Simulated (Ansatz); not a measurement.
**AlRu (Pm-3m): lattice vibrations**

```
Al Ru
1.0
     2.95436    0.00000    0.00000
     0.00000    2.95436    0.00000
     0.00000    0.00000    2.95436
Al Ru
1 1
Direct
  0.00000 0.00000 0.00000
  0.50000 0.50000 0.50000
```

Conventional cell: a = 2.954 Å, b = 2.954 Å, c = 2.954 Å, α = 90.00°, β = 90.00°, γ = 90.00°. Al (atom 1) has 8 Ru at 2.56 Å as nearest neighbours. Ru (atom 2) is surrounded by 8 Al at 2.56 Å.

Computed, not measured; unless marked otherwise by LDA, all-electron LAPW in Ansatz 0.2.0, scalar-relativistic. k mesh 14×14×14, Fermi-Dirac smearing of 0.080 eV, basis error target 1 meV/atom. The cell was relaxed by PAW under this functional.

Atoms are displaced by 0.01 Å in the smallest supercells that hold the wave vectors of a 2×2×2 mesh. Negative values stand for unstable modes.

**Question.** What are the phonon energies at the solved wave vectors, in cm⁻¹?

**Answer.** 

```json
{"q": "0.000 0.000 0.000", "point": "Gamma", "modes (cm⁻¹)": "324.5 (×3)"}
{"q": "0.500 0.000 0.000", "point": "X", "modes (cm⁻¹)": "166.7 (×2), 219.2, 296.4 (×2), 349.9"}
{"q": "0.500 0.500 0.000", "point": "M", "modes (cm⁻¹)": "102.9 (×2), 197.0, 285.1, 366.5 (×2)"}
{"q": "0.500 0.500 0.500", "point": "R", "modes (cm⁻¹)": "191.9 (×3), 347.2 (×3)"}
```

**Question.** Is the structure dynamically stable at these wave vectors?

**Answer.** Yes, no mode is unstable there; wave vectors off this mesh aren't tested.

**Question.** How do the optical zone-centre modes decompose, and which are active?

**Answer.** Point group m-3m: Γ_opt = T1u.

```
label   cm⁻¹  activity     mostly
  T1u  324.5        IR  Al (79 %)
```

In a metal the activity is that of symmetry alone; free carriers screen the infrared modes.

**Question.** How well do frozen-core PAW files reproduce these all-electron values?

**Answer.** With a cutoff of 420 eV and displacements of 0.0025 Å, the r.m.s. difference over the modes is 0.1 cm⁻¹; the largest difference is 349.7 (PAW) against 349.9 cm⁻¹ (LAPW).

**Question.** The cell is scaled evenly to 25.271 and 26.302 Å³ (from 25.786), with free atoms relaxed and the shape held. What are the mode Grüneisen parameters γ = −d ln ω/d ln V?

**Answer.** For the highest mode, 381.7 cm⁻¹ in the small cell and 351.8 in the large one give γ ≈ 2.04. From the change of the dynamical matrix on each mode:

```json
{"point": "Gamma", "cm⁻¹": "324.5", "γ": "1.98"}
{"point": "X", "cm⁻¹": "166.7", "γ": "1.82"}
{"point": "X", "cm⁻¹": "219.2", "γ": "2.04"}
{"point": "X", "cm⁻¹": "296.4", "γ": "1.77"}
{"point": "X", "cm⁻¹": "349.9", "γ": "1.81"}
{"point": "M", "cm⁻¹": "102.9", "γ": "1.88"}
{"point": "M", "cm⁻¹": "197.0", "γ": "1.48"}
{"point": "M", "cm⁻¹": "285.1", "γ": "1.99"}
{"point": "M", "cm⁻¹": "366.5", "γ": "2.04"}
{"point": "R", "cm⁻¹": "191.9", "γ": "2.46"}
{"point": "R", "cm⁻¹": "347.2", "γ": "1.69"}
```

Weighted by the modes' heat capacities at 300 K, the mean on this mesh is 1.90; it moves with the q mesh, and a coarse one overweights the zone boundary.

Keep in mind: responses of metals move with mesh and smearing; the frozen-core PAW files of the compared runs were fitted under PBE, their cores solved anew for this functional.
